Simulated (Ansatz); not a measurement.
Below is a relaxed structure of ScMnC4N4. The cell was found from a structure generator's guess, not taken from experiment.

These are results of DFT PBE, scalar-relativistic, plane waves, PAW (Ansatz 0.2.0), not measurements. Cutoff 420 eV, Γ-centred mesh, Gaussian smearing, collinear spin.

```
Sc Mn C N
1.0
     6.25838    0.00000    0.00000
     0.00000    6.25838    0.00000
     0.00000    0.00000    6.25838
Sc Mn C N
1 1 4 4
Direct
  0.00000 0.00000 0.00000
  0.50000 0.50000 0.50000
  0.20739 0.20739 0.20739
  0.20739 0.79261 0.79261
  0.79261 0.20739 0.79261
  0.79261 0.79261 0.20739
  0.31569 0.31569 0.31569
  0.31569 0.68431 0.68431
  0.68431 0.31569 0.68431
  0.68431 0.68431 0.31569
```

Energies over the elements count from the elements' standard structures at the same level (N₂ as a molecule), with no fitted energy shifts.

Question: Find its symmetry and describe it.

Answer: P-43m (No. 215). Conventional cell: a = 6.258 Å. Sc has 4 C at 2.25 Å; Mn is surrounded by 4 N at 2.00 Å; C has 1 N at 1.17 Å and 1 Sc at 2.25 Å; N is surrounded by 1 C at 1.17 Å and 1 Mn at 2.00 Å.

Question: What is its formation energy per atom?

Answer: +0.18 eV/atom. The separate elements lie lower, so it is unstable against them.

Question: Is it a metal?

Answer: Yes, bands cross the Fermi level on the 6×6×6 mesh.

Question: Which magnetic moments does it keep?

Answer: 0.40 μB per atom net, the space between the atoms included; by site: Sc -0.3; Mn 3.5 μB.

Question: From what recipe could a structure generator have reached it?

Answer: One such recipe: two interpenetrating cyanide-bridged diamond nets (P-43m, No. 215). Other recipes can lead to the same cell.

The last run used collinear spin, a 6×6×6 mesh for its 10-atom cell and Gaussian smearing of 0.10 eV. The reference form of C is held partly by dispersion forces, which this level lacks. Another magnetic order may lie lower. Symmetry constrained the relaxation, so the result can be a saddle point.
